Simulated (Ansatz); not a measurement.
AlPd:
```yaml
crystal:
  lattice:
    - [0.00000, 2.56494, 2.56494]
    - [2.56494, 0.00000, 2.56494]
    - [2.56494, 2.56494, 0.00000]
  atoms:
    - { symbol: Pd, position: [0.00000, 0.00000, 0.00000] }
    - { symbol: Al, position: [0.50000, 0.50000, 0.50000] }
```

Relaxed with PBE. Special points in fractions of this cell's reciprocal vectors: Γ (0.000, 0.000, 0.000); X (0.500, 0.000, 0.500); U (0.625, 0.250, 0.625); K (0.375, 0.375, 0.750); L (0.500, 0.500, 0.500); W (0.500, 0.250, 0.750).

### Question
List the band energies nearest the Fermi level at these points for PBE with spin–orbit coupling in the plane-wave PAW code Ansatz.

### Answer
In eV from the Fermi level; about four levels below and three above (degenerate sets whole), none deeper than 8.9 eV; points with the same levels are listed once.

```csv
k,below,above
Γ,-3.52 -3.52 -3.52 -3.52,5.27 5.27 5.48 5.48 5.48 5.48
X,-2.44 -2.44 -0.24 -0.24,1.31 1.31 1.50 1.50
U,-1.00 -1.00 -0.02 -0.02,2.82 2.82 6.51 6.51
L,-2.76 -2.76 -1.31 -1.31,6.42 6.42 6.70 6.70
W,-0.37 -0.37 -0.30 -0.30,0.60 0.60 10.18 10.18
```

Space group Fm-3m (rock salt). The start of the workflow was typed in or built on a structure type; neither database checked (COD, Materials Project) lists it. Whether it is the stable phase at ambient conditions was not checked. The PBE relaxation kept the symmetry of its start; whether a distortion lowers the energy is not shown. The run is not spin-polarised.

Potentials: the earlier of the program's two PAW sets.
